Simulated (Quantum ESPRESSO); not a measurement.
# Kohn-Sham bands of FeSi (P2₁3)

```xyz
8
Lattice="4.4022 0.0000 0.0000 0.0000 4.4022 0.0000 0.0000 0.0000 4.4022" Properties=species:S:1:pos:R:3 pbc="T T T"
Fe    -0.6027    -1.5984     1.5984
Fe    -1.5984     1.5984    -0.6027
Fe     1.5984    -0.6027    -1.5984
Fe     0.6027     0.6027     0.6027
Si     0.6986     1.5025    -1.5025
Si     1.5025    -1.5025     0.6986
Si    -1.5025     0.6986     1.5025
Si    -0.6986    -0.6986    -0.6986
```

Materials Project entry mp-871; symmetrised, unrelaxed at this level. COD (Crystallography Open Database) has an entry of this formula and space group (matched by these alone). Level: PBEsol, no spin polarisation, no spin-orbit coupling; pw.x of Quantum ESPRESSO at 72 Ry with PseudoDojo potentials, 4×4×4 k-points, Wannier90. Density: 8×8×8 mesh, cold smearing 0.01 Ry. A non-magnetic state is assumed; magnetic ones were not tried. The gap is small at this level and was sampled on the meshes and a path alone.

Energies are relative to the valence-band maximum; weights are on the orthonormalised atomic waves of the pseudopotential files, averaged over the group. 80 electrons a cell are treated as valence.

Question: Into which isolated groups do the bands fall, where do they lie and what are they made of?

Answer: 
```tsv
bands	from (eV)	to (eV)	filling	weight on atomic waves
1–4	-86.50	-86.47	filled	Fe 3s 96 %
5–16	-52.94	-52.56	filled	Fe 3p 99 %
17–40	-13.52	0.00	filled	Fe 3d 60 %, Si 3p 23 %, Si 3s 10 %
```

The Kohn-Sham gap over both meshes and the path is 0.13 eV.
